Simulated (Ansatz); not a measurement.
Input, command and steps of an Ansatz relaxation.

```yaml
crystal:
  lattice:
    - [4.1882174176, 0.0, 0.0]
    - [-2.0941087088, 3.6271026802, 0.0]
    - [0.0, 0.0, 3.8868467717]
  atoms:
    - { symbol: Ta, position: [0.0, 0.0, 0.25] }
    - { symbol: Ta, position: [0.0, 0.0, 0.75] }
    - { symbol: C, position: [0.3333333333, 0.0, 0.0] }
    - { symbol: C, position: [0.0, 0.3333333333, 0.0] }
    - { symbol: C, position: [0.6666666667, 0.6666666667, 0.0] }
basis:
  ecutwfc: 420
kpoints:
  mp_grid: { grid: [6, 6, 4] }
hamiltonian:
  xc: pbe
scf:
  occupations: { method: gaussian, width: 0.1 }
  lower_state_search: "off"
output:
  forces: true
  stress: true
  eigenvalues: true
relax:
  adjacent_minimum: "off"
  f_tol: 0.04
  max_steps: 70
  cell: { stress_tol: 0.4 }
```

```bash
ansatz run input.yaml --threads 1 --pin off --max-ram 2560MiB --backend cpu --events-out ev --progress --plain --runs-dir out
```

The calculation used DFT PBE, scalar-relativistic, plane waves, PAW (Ansatz).

Of 16 frames 10 are shown, positions in Å and forces in eV/Å; the SCF threshold varies from step to step. Steps run on the plane waves of an earlier cell, with a Pulay correction in the pressure. The basis is chosen afresh for the last frame, the zero of the energies, and at times for earlier ones too; energy and pressure step there, also at an unchanged geometry. Here that happened at step 11 (-117 meV/atom, 6.4 GPa); the frames before carry an error of that size.

```xyz
5
Lattice="4.1882 0.0000 0.0000 -2.0941 3.6271 0.0000 0.0000 0.0000 3.8868" Properties=species:S:1:pos:R:3:forces:R:3 pbc="T T T" step=1 free_energy_over_end_meV_per_atom=5164.01 pressure_GPa=201.03
Ta    0.0000    0.0000    0.9717    0.0000    0.0000   20.5850
Ta    0.0000    0.0000    2.9151    0.0000    0.0000  -20.5850
C     1.3961    0.0000    0.0000   17.7910    0.0000    0.0000
C    -0.6980    1.2090    0.0000   -8.8955   15.4075    0.0000
C     1.3961    2.4181    0.0000   -8.8955  -15.4075    0.0000
5
Lattice="4.2564 0.0000 0.0000 -2.1282 3.6862 0.0000 0.0000 0.0000 4.2694" Properties=species:S:1:pos:R:3:forces:R:3 pbc="T T T" step=3 free_energy_over_end_meV_per_atom=2184.29 pressure_GPa=71.18
Ta    0.0000    0.0000    1.1063    0.0000    0.0000    2.8650
Ta    0.0000    0.0000    3.1631    0.0000    0.0000   -2.8650
C     1.5351    0.0000    0.0000    6.6683    0.0000    0.0000
C    -0.7675    1.3294    0.0000   -3.3342    5.7749    0.0000
C     1.3607    2.3568    0.0000   -3.3342   -5.7749    0.0000
5
Lattice="4.2558 0.0000 0.0000 -2.1279 3.6857 0.0000 0.0000 0.0000 4.4607" Properties=species:S:1:pos:R:3:forces:R:3 pbc="T T T" step=4 free_energy_over_end_meV_per_atom=1481.38 pressure_GPa=35.72
Ta    0.0000    0.0000    1.1601    0.0000    0.0000    0.2203
Ta    0.0000    0.0000    3.3006    0.0000    0.0000   -0.2203
C     1.6116    0.0000    0.0000    3.6025    0.0000    0.0000
C    -0.8058    1.3957    0.0000   -1.8012    3.1198    0.0000
C     1.3221    2.2900    0.0000   -1.8012   -3.1198    0.0000
5
Lattice="4.0708 0.0000 0.0000 -2.0354 3.5254 0.0000 0.0000 0.0000 4.8395" Properties=species:S:1:pos:R:3:forces:R:3 pbc="T T T" step=6 free_energy_over_end_meV_per_atom=766.63 pressure_GPa=4.47
Ta    0.0000    0.0000    1.2441    0.0000    0.0000   -2.2887
Ta    0.0000    0.0000    3.5954    0.0000    0.0000    2.2887
C     1.6988    0.0000    0.0000    1.3175    0.0000    0.0000
C    -0.8494    1.4712    0.0000   -0.6587    1.1410    0.0000
C     1.1860    2.0542    0.0000   -0.6587   -1.1410    0.0000
5
Lattice="3.6986 0.0000 0.0000 -1.8493 3.2031 0.0000 0.0000 0.0000 5.2178" Properties=species:S:1:pos:R:3:forces:R:3 pbc="T T T" step=8 free_energy_over_end_meV_per_atom=251.39 pressure_GPa=2.70
Ta    0.0000    0.0000    1.2885    0.0000    0.0000    0.7466
Ta    0.0000    0.0000    3.9292    0.0000    0.0000   -0.7466
C     1.7132    0.0000    0.0000    1.0162    0.0000    0.0000
C    -0.8566    1.4837    0.0000   -0.5081    0.8801    0.0000
C     0.9927    1.7194    0.0000   -0.5081   -0.8801    0.0000
5
Lattice="3.5625 0.0000 0.0000 -1.7812 3.0852 0.0000 0.0000 0.0000 5.4121" Properties=species:S:1:pos:R:3:forces:R:3 pbc="T T T" step=9 free_energy_over_end_meV_per_atom=149.72 pressure_GPa=0.47
Ta    0.0000    0.0000    1.3523    0.0000    0.0000    0.1484
Ta    0.0000    0.0000    4.0598    0.0000    0.0000   -0.1484
C     1.7350    0.0000    0.0000    0.4529    0.0000    0.0000
C    -0.8675    1.5026    0.0000   -0.2265    0.3923    0.0000
C     0.9137    1.5826    0.0000   -0.2265   -0.3923    0.0000
5
Lattice="3.5511 0.0000 0.0000 -1.7755 3.0753 0.0000 0.0000 0.0000 5.4271" Properties=species:S:1:pos:R:3:forces:R:3 pbc="T T T" step=11 free_energy_over_end_meV_per_atom=26.34 pressure_GPa=6.54
Ta    0.0000    0.0000    1.3605    0.0000    0.0000   -0.1321
Ta    0.0000    0.0000    4.0666    0.0000    0.0000    0.1321
C     1.7748    0.0000    0.0000    0.0076    0.0000    0.0000
C    -0.8874    1.5370    0.0000   -0.0038    0.0065    0.0000
C     0.8881    1.5383    0.0000   -0.0038   -0.0065    0.0000
5
Lattice="3.5363 0.0000 0.0000 -1.7682 3.0625 0.0000 0.0000 0.0000 5.6444" Properties=species:S:1:pos:R:3:forces:R:3 pbc="T T T" step=13 free_energy_over_end_meV_per_atom=1.23 pressure_GPa=-0.08
Ta    0.0000    0.0000    1.3954    0.0000    0.0000   -0.0381
Ta    0.0000    0.0000    4.2490    0.0000    0.0000    0.0381
C     1.7682    0.0000    0.0000    0.0001    0.0000    0.0000
C    -0.8841    1.5313    0.0000   -0.0001    0.0001    0.0000
C     0.8841    1.5313    0.0000   -0.0001   -0.0001    0.0000
5
Lattice="3.5363 0.0000 0.0000 -1.7682 3.0625 0.0000 0.0000 0.0000 5.6444" Properties=species:S:1:pos:R:3:forces:R:3 pbc="T T T" step=14 free_energy_over_end_meV_per_atom=0.01 pressure_GPa=-0.05
Ta    0.0000    0.0000    1.3954    0.0000    0.0000   -0.0402
Ta    0.0000    0.0000    4.2490    0.0000    0.0000    0.0402
C     1.7682    0.0000    0.0000    0.0001    0.0000    0.0000
C    -0.8841    1.5313    0.0000   -0.0001    0.0001    0.0000
C     0.8841    1.5313    0.0000   -0.0001   -0.0001    0.0000
5
Lattice="3.5363 0.0000 0.0000 -1.7682 3.0625 0.0000 0.0000 0.0000 5.6444" Properties=species:S:1:pos:R:3:forces:R:3 pbc="T T T" step=16 free_energy_over_end_meV_per_atom=0.00 pressure_GPa=0.10
Ta    0.0000    0.0000    1.3937    0.0000    0.0000    0.0240
Ta    0.0000    0.0000    4.2508    0.0000    0.0000   -0.0240
C     1.7682    0.0000    0.0000   -0.0005    0.0000    0.0000
C    -0.8841    1.5313    0.0000    0.0003   -0.0005    0.0000
C     0.8841    1.5312    0.0000    0.0003    0.0005    0.0000
```

The start is a random arrangement. At the end the space group is P6/mmm (tolerance 0.05 Å).

Time: 29 s on 1 thread of Intel(R) Xeon(R) 6975P-C (Granite Rapids), with other jobs on the host, peak memory 0.38 GiB.

The k mesh is coarse. Spin–orbit coupling is left out, which can shift energies with elements as heavy as these.